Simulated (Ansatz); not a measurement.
KI (rock salt, Fm-3m), PBEsol (plane waves, PAW; program Ansatz): ε∞ = 2.95, cell volume 85.99 Å³. Infrared-active transverse modes:

```json
[
 {"ω_TO (cm⁻¹)": "99.1", "oscillator strength S_xx (e²/amu)": "0.04306"}
]
```

Task: Compute the static dielectric constant.

Result: Each mode adds (4.921e7/V) S/ω²: 2.51. So ε0 = 5.46.

Task: What LO frequency does the Lyddane–Sachs–Teller relation give?

Result: ω_LO = ω_TO √(ε0/ε∞) = 135 cm⁻¹.

The cell was relaxed with PBEsol under the symmetry of its start; of distortions, only those at the zone centre were tested. Spin–orbit coupling is left out wherever it is not named.

Potentials: the later of the program's two PAW sets.
